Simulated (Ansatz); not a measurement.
Input file for Ansatz (a program for electronic structure):

Ansatz 0.2 input:
```yaml
crystal:
  lattice:
    - [0.0, 3.3034585069, 3.3034585069]
    - [3.3034585069, 0.0, 3.3034585069]
    - [3.3034585069, 3.3034585069, 0.0]
  atoms:
    - { symbol: Sr, position: [0.0, 0.0, 0.0] }
    - { symbol: Te, position: [0.5, 0.5, 0.5] }
kpoints:
  mp_grid: { grid: [6, 6, 6] }
  band_path:
    path:
      - [[0.0, 0.0, 0.0], [0.5, 0.0, 0.5], [0.625, 0.25, 0.625]]  # Γ-X-U
      - [[0.375, 0.375, 0.75], [0.0, 0.0, 0.0], [0.5, 0.5, 0.5], [0.5, 0.25, 0.75], [0.5, 0.0, 0.5]]  # K-Γ-L-W-X
      - [VBM, CBM]
    npoints: 12
basis: { xc_grid: 2 }
hamiltonian:
  xc: pbesol
  pseudopotentials: { kind: paw }
magnetization: { noncollinear: true, spin_orbit: true }
scf:
  n_extra_bands: 12
  convergence: { dr2_threshold: 0.0000000001 }
  occupations: { method: gaussian, width: 0.01 }
checkpoint: { write: soc.run }
output: { eigenvalues: true }
```

Output (shortened):

```
Pseudopotentials: kind: paw_fr
Pseudopotential: Sr, paw_fr, valence charge 10
Pseudopotential: Te, paw_fr, valence charge 16
Functional definition: PBEsol
non-collinear run that drives no moment, with spin-orbit …
Crystal: 2 atoms, lattice volume = 72.100 Å³
Basis set: ecut = 420 eV, 1411 PW (Γ), exchange–correlation on 64×64×64 points (8 copies of the dense FFT grid, shifted against one another)
Bands: 38, of which v1, the nominal top of the filled ones, is band 26 counted from 1 (25 counted from 0)
Symmetry: 48 space group operations + 48 with time reversal
k-points: 16 of 216
Projection manifold: j_resolved (fully-relativistic pseudo-atomic orbitals)
PAW frozen core: Sr, regenerated for the run's functional, and the local potential with it
PAW frozen core: Te, regenerated for the run's functional, and the local potential with it
Initial density: superposition of atomic densities (chi_scale 0.1, normalization cell, long waves kept (reshape's long-wave potential 0.00 eV rms))
Initial wavefunctions: pseudopotential atomic-orbital guess
Eigensolver: davidson
Functional: x = pbesol(κ = 0.804, μ = 0.12345679012345678), c = pbesol(β = 0.046)
SCF iter   1: F=—  HF=-10400.925956 eV  |F-HF|=—  |Δ(HF+E_count)|=         —  Δρ=3.08e-2  dr2=1.20e0  dr2_m=0.00e0 (ungated)  ethr=3.10e-3  |M|=0.00e0 ∫|m|=0.00e0 μB  |m|>n=0.0e0 m-floor=0.0e0 τ_xc=0.0e0  β_m=0.30  ⟨swp⟩=10.6  Hψ=2011  notcnv=0  defer=2
all-band conjugate gradients solve this SCF's bands
preconditioner: auto → none
SCF iter   2: F=—  HF=-10400.507421 eV  |F-HF|=—  |Δ(HF+E_count)|=   4.19e-1  Δρ=1.49e-2  dr2=2.02e-1  dr2_m=0.00e0 (ungated)  ethr=3.10e-3  |M|=0.00e0 ∫|m|=0.00e0 μB  |m|>n=0.0e0 m-floor=0.0e0 τ_xc=0.0e0  β_m=0.39  ⟨swp⟩=4.0  Hψ=669  notcnv=0  defer=92
SCF iter   3: F=—  HF=-10400.452673 eV  |F-HF|=—  |Δ(HF+E_count)|=   5.47e-2  Δρ=6.01e-3  dr2=2.46e-2  dr2_m=0.00e0 (ungated)  ethr=7.77e-4  |M|=0.00e0 ∫|m|=0.00e0 μB  |m|>n=0.0e0 m-floor=0.0e0 τ_xc=0.0e0  β_m=0.60  ⟨swp⟩=3.0  Hψ=465  notcnv=0  defer=92
SCF iter   4: F=—  HF=-10400.454148 eV  |F-HF|=—  |Δ(HF+E_count)|=   1.47e-3  Δρ=6.16e-4  dr2=2.42e-4  dr2_m=0.00e0 (ungated)  ethr=9.47e-5  |M|=0.00e0 ∫|m|=0.00e0 μB  |m|>n=0.0e0 m-floor=0.0e0 τ_xc=0.0e0  β_m=0.65  ⟨swp⟩=2.8  Hψ=401  notcnv=0  defer=92
SCF iter   5: F=—  HF=-10400.454284 eV  |F-HF|=—  |Δ(HF+E_count)|=   1.36e-4  Δρ=1.14e-4  dr2=4.62e-6  dr2_m=0.00e0 (ungated)  ethr=9.29e-7  |M|=0.00e0 ∫|m|=0.00e0 μB  |m|>n=0.0e0 m-floor=0.0e0 τ_xc=0.0e0  β_m=0.70  ⟨swp⟩=2.5  Hψ=465  notcnv=0  defer=92
SCF iter   6: F=—  HF=-10400.454286 eV  |F-HF|=—  |Δ(HF+E_count)|=   2.67e-6  Δρ=2.81e-5  dr2=2.67e-7  dr2_m=0.00e0 (ungated)  ethr=1.78e-8  |M|=0.00e0 ∫|m|=0.00e0 μB  |m|>n=0.0e0 m-floor=0.0e0 τ_xc=0.0e0  β_m=0.74  ⟨swp⟩=2.1  Hψ=466  notcnv=0  defer=92
SCF iter   7: F=—  HF=-10400.454290 eV  |F-HF|=—  |Δ(HF+E_count)|=   3.78e-6  Δρ=2.42e-6  dr2=4.43e-9  dr2_m=0.00e0 (ungated)  ethr=1.03e-9  |M|=0.00e0 ∫|m|=0.00e0 μB  |m|>n=0.0e0 m-floor=0.0e0 τ_xc=0.0e0  β_m=0.82  ⟨swp⟩=2.4  Hψ=437  notcnv=0  defer=92
SCF iter   8: F=-10400.454290 eV  HF=-10400.454290 eV  |F-HF|=5.82e-11  |Δ(HF+E_count)|=   3.13e-9  Δρ=3.99e-7  dr2=7.96e-11  dr2_m=0.00e0 (ungated)  ethr=1.00e-12  |M|=0.00e0 ∫|m|=0.00e0 μB  |m|>n=0.0e0 m-floor=0.0e0 τ_xc=0.0e0  ⟨swp⟩=11.6  Hψ=1677  notcnv=0
SCF 1 converged in 8 iterations: F = -10400.454290 eV  dr2 = 7.96e-11
NSCF: frozen V_eff on 16 k-points
NSCF: frozen V_eff on 16 k-points
NSCF: frozen V_eff on 14 k-points
NSCF: frozen V_eff on 5 k-points
NSCF: frozen V_eff on 5 k-points
NSCF: frozen V_eff on 5 k-points
NSCF: frozen V_eff on 5 k-points
NSCF: frozen V_eff on 3 k-points
NSCF: frozen V_eff on 87 k-points
SCF converged after 8 iterations
Magnetization: |M| = 0.0000 μB,  M = (+0.0000, +0.0000, +0.0000) μB
Absolute magnetization: 0.0000 μB (∫|m|)
  site 0: m = (+0.0000, +0.0000, +0.0000) μB, |m| = 0.0000 μB  (R = 1.36 Å)
  site 1: m = (+0.0000, +0.0000, +0.0000) μB, |m| = 0.0000 μB  (R = 1.36 Å)
Free energy (F): -10400.454290 eV
Harris-Foulkes:  -10400.454290 eV  (|F-HF|=5.82e-11)
Internal energy: -10400.454290 eV  (E = F + TS)
E sigma→0 (E₀):  -10400.454290 eV
Fermi energy:    7.786793 eV
--- Per-component energies (eV) ---
  E_band       = -368.323208
  E_kinetic    = 427.091234
  E_local      = -2071.293107  (includes V_loc(G=0)·N_el)
  E_nonlocal   = -103.523132
  E_hartree    = 1034.872605
  E_xc         = -295.920375
  E_vxc        = -266.873003  (∫ρ·V_xc dr)
  E_paw        = -7233.500616  (= ΣΔE_a)
  E_vpaw       = -423.469820  (= ΣTr[D̂ρ^β])
  E_aug_tail   = -0.000203  (compensation charges beyond the density's cutoff)
  E_ewald      = -2158.693966
  E_core_change = 0.513270  (= ΣΔE_core)
  E_smearing   =  0.000000  (= −TS)
  E_closure    =  0.000000  (closes the sum)
  Σ components = -10400.454290   (vs F -10400.454290, Δ=0.00e0)
  [band-id]    e_kinetic+e_local+e_nonlocal+2·e_hartree+e_vxc+e_vpaw+e_augmentation_tail = -368.322820   (vs E_band -368.323208, Δ=3.88e-4)
--- Band table (eV; the first three rows and the last of 16) ---
  k-point 0: bands = ["-29.0909", "-29.0909", "-29.0909", "-29.0909", "-27.6265", "-27.6265", "-27.6265", "-27.6265", "-27.6191", "-27.6191", "-27.5972", "-27.5972", "-10.4081", "-10.4081", "-9.2564", "-9.2564", "-9.2564", "-9.2564", "-3.2165", "-3.2165", "6.2519", "6.2519", "7.1448", "7.1448", "7.1448", "7.1448", "9.6846", "9.6846", "10.0636", "10.0636", "10.0636", "10.0636", "10.0964", "10.0964", "10.7830", "10.7830", "10.7830", "10.7830"]
  k-point 1: bands = ["-29.0909", "-29.0909", "-29.0908", "-29.0908", "-27.6265", "-27.6265", "-27.6264", "-27.6264", "-27.6190", "-27.6190", "-27.5959", "-27.5959", "-10.4195", "-10.4195", "-9.2855", "-9.2855", "-9.2579", "-9.2579", "-3.0559", "-3.0559", "5.5860", "5.5860", "6.3717", "6.3717", "6.7227", "6.7227", "9.9465", "9.9465", "10.4369", "10.4369", "10.4443", "10.4443", "11.0917", "11.0917", "11.5056", "11.5056", "11.5584", "11.5584"]
  k-point 2: bands = ["-29.0909", "-29.0909", "-29.0907", "-29.0907", "-27.6266", "-27.6266", "-27.6263", "-27.6263", "-27.6188", "-27.6188", "-27.5933", "-27.5933", "-10.4429", "-10.4429", "-9.3399", "-9.3399", "-9.2608", "-9.2608", "-2.7092", "-2.7092", "4.3763", "4.3763", "5.7284", "5.7284", "6.1343", "6.1343", "10.1954", "10.1954", "11.3431", "11.3431", "11.3466", "11.3466", "12.5202", "12.5202", "13.0585", "13.0585", "13.1764", "13.1764"]
  k-point 15: bands = ["-29.0914", "-29.0914", "-29.0907", "-29.0907", "-27.6581", "-27.6581", "-27.6263", "-27.6263", "-27.6186", "-27.6186", "-27.5573", "-27.5573", "-10.4600", "-10.4600", "-9.3372", "-9.3372", "-9.3119", "-9.3119", "-2.6546", "-2.6546", "4.8436", "4.8436", "5.4046", "5.4046", "5.7067", "5.7067", "9.6457", "9.6457", "11.2815", "11.2815", "11.8817", "11.8817", "12.6479", "12.6479", "13.1033", "13.1033", "13.3792", "13.3792"]
  band table: 38 of 38 bands, residual norms ≤ 1.0e-3 eV
```

Cost: roughly 60 core-seconds on shared cores.

Space group Fm-3m (rock salt). The PBEsol relaxation kept the symmetry of its start.

Potentials: the later of the program's two PAW sets.

Ansatz is a plane-wave DFT program.
